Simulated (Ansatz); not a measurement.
# Levels at Γ against strain in TiO2

```yaml
crystal:
  lattice:
    - [-1.89250, 1.89250, 4.75700]
    - [1.89250, -1.89250, 4.75700]
    - [1.89250, 1.89250, -4.75700]
  atoms:
    - { symbol: Ti, position: [0.00000, 0.00000, 0.00000] }
    - { symbol: Ti, position: [0.75000, 0.25000, 0.50000] }
    - { symbol: O, position: [0.20660, 0.20660, 0.00000] }
    - { symbol: O, position: [0.95660, 0.45660, 0.50000] }
    - { symbol: O, position: [0.54340, 0.04340, 0.50000] }
    - { symbol: O, position: [0.79340, 0.79340, 0.00000] }
```

Atoms are numbered in the order listed.

The conventional cell has a = 3.785 Å, b = 3.785 Å, c = 9.514 Å, α = 90.00°, β = 90.00°, γ = 90.00°. Around Ti (atom 1) lie 6 O at 1.94 to 1.97 Å. Around O (atom 3) lie 3 Ti at 1.94 to 1.97 Å.

The cell comes from COD entry 9009086, which wasn't checked; take it as a given geometry.

The calculation used DFT, LDA, all-electron LAPW, scalar-relativistic in Ansatz 0.2.0.

The runs use a Γ-centred 13×13×13 k mesh, Fermi–Dirac smearing of 0.08 eV, basis error target 1 meV/atom, no spin polarisation.

The cell is scaled evenly. Fractional coordinates are held (clamped ions).

The valence-band top of this crystal doesn't lie at Γ but 0.45 eV above the top filled level there.

Only quantities that a quadratic follows smoothly over the whole series are listed; rougher ones are left out.

```
ln(V/Vcell)  direct gap at Γ (eV)  smallest gap on mesh and path (eV)
    -0.0619                 2.691                               2.193
    -0.0408                 2.628                               2.151
    -0.0202                 2.567                               2.109
    -0.0101                 2.537                               2.089
     0.0000                 2.507                               2.059
     0.0100                 2.478                               2.047
     0.0392                 2.391                               1.985
     0.0583                 2.335                               1.944
```

(1) Fit the series and give the slopes at zero strain.

(2) One run, at ln(V/Vcell) = 0.0198, is withheld. Predict its row.

## Answers

(1) Least-squares fits y = p0 + p1 x + p2 x² to the rows give direct gap at Γ (eV): p1 = -2.96, p2 = 0.12; smallest gap on mesh and path (eV): p1 = -2.08, p2 = -0.11. So dEg/dln V = -3.0 eV for the direct gap at Γ, which isn't the fundamental gap here: that one has dEg/dln V = -2.1 eV. Semilocal gaps are too small, but their slopes carry over better.

(2) The fits give 2.449, 2.025; the run gave 2.448, 2.026.
